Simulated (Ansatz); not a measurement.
# A short bond in B (diamond type)

```xyz
2
Lattice="0.0000 2.0104 2.0104 2.0104 0.0000 2.0104 2.0104 2.0104 0.0000" Properties=species:S:1:pos:R:3 pbc="T T T"
B    -0.5026   -0.5026   -0.5026
B     0.5026    0.5026    0.5026
```

This is a prototype cell at a chosen volume, and whether it is the ground state is a separate question.

Its shortest bond, of 1.741 Å between atom 1 (B) and the nearest image of atom 2 (B), is scaled by moving both atoms along it, with the cell held. The force apart is half the difference of the two atoms' forces along the bond; it holds the pull and push of their other neighbours too.

Level of theory: DFT with LDA, scalar-relativistic, in Ansatz 0.2.0; a Γ-centred 13×13×13 k mesh, Fermi–Dirac smearing of 0.05 eV, no spin polarisation. LAPW: all electrons, basis error target 1 meV/atom; PAW: frozen-core files, cutoff 420 eV; PAW (cutoff 800 eV): frozen-core files, cutoff 800 eV.

Energies are extrapolated to zero smearing and count from the unscaled cell; pressure is positive in compression; gaps take the mesh and a band path. No temperature or zero-point motion is included.

The PAW files were made under PBE.

| bond (Å) | force apart (eV/Å) | P LAPW (GPa) | ΔE LAPW (eV/atom) | P PAW − LAPW (GPa) | ΔE PAW − LAPW (meV/atom) | force PAW − LAPW (eV/Å) |
| --- | --- | --- | --- | --- | --- | --- |
| 1.741 | 0.00 | -2.51 | 0.000 | 0.04 | 0.0 | 0.000 |
| 1.532 | 3.17 | 5.21 | ? | 0.06 | 0.0 | 0.001 |
| 1.323 | 13.46 | 38.1 | 0.909 | -0.19 | -1.4 | -0.057 |
| 1.010 | 62.14 | 172.5 | 6.111 | -2.23 | -47.1 | -0.729 |

Question: Give the missing entry: row "1.532", column "ΔE LAPW (eV/atom)".

Answer: 0.127.

Question: At the last bond length, how far does PAW (cutoff 800 eV) lie from LAPW in pressure and in the largest force component?

Answer: PAW (cutoff 800 eV): -2.29 GPa, 0.431 eV/Å, on a LAPW pressure of 172.5 GPa.

Question: How do the Löwdin populations by LAPW change from the unscaled cell to the last row, on the two atoms of the bond?

Answer: B1 1s 1.99 → 1.95, B1 2s 0.80 → 0.74, B1 2p 2.20 → 2.28, B2 1s 1.99 → 1.95, B2 2s 0.80 → 0.74, B2 2p 2.20 → 2.28 electrons an atom. These are projections on the shells that the free atoms fill; 0.03 e a cell lies outside them at the start and 0.06 e at the end.
